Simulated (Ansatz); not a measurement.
**Stiffness of Ca from strained cells**

```xyz
1
Lattice="0.0000 2.7942 2.7942 2.7942 0.0000 2.7942 2.7942 2.7942 0.0000" Properties=species:S:1:pos:R:3 pbc="T T T"
Ca    0.0000    0.0000    0.0000
```

Conventional cell: a = 5.588 Å, b = 5.588 Å, c = 5.588 Å, α = 90.00°, β = 90.00°, γ = 90.00°. Ca (atom 1) is surrounded by 12 Ca at 3.95 Å.

Structure: COD 9011033, as refined from experiment and not relaxed.

Theory: DFT, PBEsol, all-electron LAPW, scalar-relativistic (Ansatz 0.2.0).

Sampling and basis: a Γ-centred 11×11×11 k mesh, Fermi–Dirac smearing of 0.05 eV, basis error target 1 meV/atom, no spin polarisation.

The unstrained cell is at -1.16 GPa. Large strains and very small stresses are left out. Each strain is applied once, with fractional coordinates held (clamped ions), and σ below is the change of stress, positive in tension. One finite strain gives stress–strain coefficients at this pressure with an error of the order of the strain times third-order constants, a few per cent for each per cent of strain. In a metal the k mesh adds noise of tens of per cent to soft shears.

Q: Estimate the stiffness probed by this change, and the stress that it gives: equal xy, yz and zx engineering shear strains of -1 %.

A: σxy = -0.14 GPa and γxy = 2εxy = -0.0100, so C44 (clamped ions) = σxy/γxy = 14 GPa.

Q: With equal xy, yz and zx engineering shear strains of +1 %, the run gives σxy = 0.14 GPa and γxy = 2εxy = 0.0100. Which stiffness follows?

A: C44 (clamped ions) = σxy/γxy = 14 GPa.
